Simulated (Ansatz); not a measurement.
Nb (bcc, W type)

```yaml
crystal:
  lattice:
    - [-1.65478, 1.65478, 1.65478]
    - [1.65478, -1.65478, 1.65478]
    - [1.65478, 1.65478, -1.65478]
  atoms:
    - { symbol: Nb, position: [0.00000, 0.00000, 0.00000] }
```

Two coordinates are scanned: the volume, and the ratio of the stretch along z (the conventional c axis) to the stretch across it. Atoms keep their fractional coordinates.

The numbers are results of PBE (plane waves to 420 eV, PAW, scalar-relativistic; Ansatz, a quantum-chemistry and plane-wave program), not measurements. k mesh 20×20×20 (Γ-centred), Fermi-Dirac smearing 0.05 eV. Compression counts positive. With partly filled bands, the response to shear is sensitive to the k mesh, so small differences along c/a are uncertain. Nb is run without spin polarisation. Nb was relaxed with its symmetry unable to fall. The PAW data are Ansatz's earlier set. 

```json
[
 {"σzz (GPa)": "(c/a)/(c/a)₀ = 0.960", "V/V₀ = 0.920": "20.1", "V/V₀ = 0.960": "10.6", "V/V₀ = 1.000": "2.8", "V/V₀ = 1.040": "[?]", "V/V₀ = 1.080": "-9.1"},
 {"σzz (GPa)": "(c/a)/(c/a)₀ = 0.980", "V/V₀ = 0.920": "18.5", "V/V₀ = 0.960": "9.2", "V/V₀ = 1.000": "1.5", "V/V₀ = 1.040": "-4.8", "V/V₀ = 1.080": "-10.1"},
 {"σzz (GPa)": "(c/a)/(c/a)₀ = 1.000", "V/V₀ = 0.920": "16.6", "V/V₀ = 0.960": "7.5", "V/V₀ = 1.000": "0.0", "V/V₀ = 1.040": "-6.2", "V/V₀ = 1.080": "-11.3"},
 {"σzz (GPa)": "(c/a)/(c/a)₀ = 1.020", "V/V₀ = 0.920": "14.6", "V/V₀ = 0.960": "5.7", "V/V₀ = 1.000": "-1.6", "V/V₀ = 1.040": "-7.5", "V/V₀ = 1.080": "-12.5"},
 {"σzz (GPa)": "(c/a)/(c/a)₀ = 1.040", "V/V₀ = 0.920": "12.8", "V/V₀ = 0.960": "4.1", "V/V₀ = 1.000": "-3.0", "V/V₀ = 1.040": "-8.8", "V/V₀ = 1.080": "-13.6"}
]
```

Question: Complete the blanks.

Answer: 
- (c/a)/(c/a)₀ = 0.960, V/V₀ = 1.040: -3.7

(A scan under strain: stresses follow from slopes of the energy per volume, elastic moduli from its curvatures.)
